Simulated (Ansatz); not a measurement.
Each is relaxed and computed with r²SCAN (plane waves, PAW; program Ansatz). Which is the only metal?
(A) NiGePd, P4/nmm (Ni on 2a, Ge on 2c, Pd on 2c)
(B) GePdS3, C2/m (Pearson symbol mS20)
(C) PdS2, Pbca (Pd on 4a, S on 8c)
(D) TiNi4GeO8, F-43m (Pearson symbol cF56)

A, NiGePd, P4/nmm (Ni on 2a, Ge on 2c, Pd on 2c). NiGePd: metal; TiNi4GeO8: gap 2.07 eV (indirect); GePdS3: gap 1.49 eV (indirect); PdS2: gap 0.37 eV (indirect). Spin orders computed, not proven ground states: TiNi4GeO8, F-43m (Pearson symbol cF56) ferromagnetic. Standing as an ambient phase not checked: NiGePd, P4/nmm (Ni on 2a, Ge on 2c, Pd on 2c); TiNi4GeO8, F-43m (Pearson symbol cF56); GePdS3, C2/m (Pearson symbol mS20); PdS2, Pbca (Pd on 4a, S on 8c). Weakly bound layers, chains or molecules computed without a dispersion correction, so cells and soft constants are ill determined: GePdS3, C2/m (Pearson symbol mS20); PdS2, Pbca (Pd on 4a, S on 8c). All cells were relaxed under the symmetry of their starts (and spin orders); stability against distortions was not tested throughout. Rows with no word on spin ran without spin polarisation. No Hubbard U is applied. Scalar-relativistic: spin–orbit coupling is off unless named, which matters more the heavier the elements.

Potentials: the later of the program's two PAW sets.
